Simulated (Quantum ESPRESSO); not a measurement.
# Band energies of WSe2 monolayer

```
CELL_PARAMETERS angstrom
      3.27127     0.00000     0.00000
     -1.63563     2.83300     0.00000
      0.00000     0.00000    16.30000
ATOMIC_POSITIONS crystal
  Se 0.00000 0.00000 0.89737
  Se 0.00000 0.00000 0.10263
  W  0.33333 0.66667 0.00000
```

norm-conserving PBEsol (Quantum ESPRESSO, 86 Ry, no spin-orbit coupling); path ΓMKΓ; energies in eV from the valence-band maximum.

```csv
k (1/Å),point,band 19,band 20,band 21,band 22,band 23,band 24,band 25,band 26
0.00,Γ,-2.34,-2.25,-1.18,-1.18,-0.41,3.05,3.05,3.24
0.11,,-2.34,-2.30,-1.25,-1.16,-0.42,2.94,3.03,3.12
0.22,,-2.57,-2.19,-1.43,-1.15,-0.45,2.62,2.73,3.04
0.33,,-2.89,-2.01,-1.69,-1.25,-0.55,2.24,2.60,2.84
0.44,,-3.27,-1.98,-1.79,-1.45,-0.73,2.00,2.65,2.65
0.55,,-3.70,-2.26,-1.67,-1.54,-0.98,1.95,2.48,2.84
0.67,,-4.15,-2.51,-1.87,-1.30,-1.20,2.05,2.39,3.11
0.89,,-4.29,-2.87,-2.11,-1.22,-0.96,2.43,2.48,3.59
1.00,,-4.24,-2.97,-2.16,-1.09,-0.88,2.50,2.73,3.71
1.11,M,-4.23,-3.00,-2.18,-1.02,-0.85,2.52,2.85,3.75
1.22,,-4.22,-3.06,-2.17,-1.41,-0.64,2.51,2.89,3.84
1.32,,-4.17,-3.19,-2.16,-2.03,-0.49,2.44,2.99,3.81
1.43,,-4.11,-3.31,-2.72,-2.18,-0.38,2.28,3.14,3.37
1.64,,-4.27,-3.69,-3.37,-2.32,-0.08,1.80,2.86,3.52
1.75,K,-4.46,-3.74,-3.36,-2.37,0.00,1.69,2.80,3.61
1.85,,-4.30,-3.72,-3.38,-2.32,-0.08,1.79,2.84,3.51
1.95,,-4.06,-3.64,-3.43,-2.18,-0.27,2.01,2.91,3.24
2.04,,-4.03,-3.49,-3.34,-1.98,-0.47,2.12,2.95,2.96
2.14,,-4.16,-3.51,-2.93,-1.76,-0.61,1.99,2.82,2.94
2.34,,-3.96,-3.33,-2.16,-1.37,-0.77,1.68,2.58,2.70
2.44,,-3.58,-3.05,-1.90,-1.23,-0.81,1.73,2.49,2.57
2.54,,-3.28,-2.62,-1.84,-1.14,-0.75,1.88,2.49,2.51
2.64,,-3.02,-2.14,-1.94,-1.10,-0.62,2.08,2.49,2.67
2.73,,-2.75,-2.09,-1.72,-1.09,-0.50,2.37,2.58,2.88
2.83,,-2.51,-2.22,-1.41,-1.12,-0.44,2.72,2.77,3.07
3.03,Γ,-2.34,-2.25,-1.18,-1.18,-0.41,3.05,3.05,3.24
```

The PBEsol gap is 1.68 eV and nearly direct: the edges lie at K and 46 % of the way from K to Γ, the smallest direct gap within 0.02 eV of it. Another conduction extremum on the path lies within 0.02 eV, too close to call. The valence-band maximum lies 5.14 eV below the vacuum level.

Without spin-orbit coupling, band edges of such heavy elements can be off by tenths of an eV.

Geometry relaxed with PBEsol.
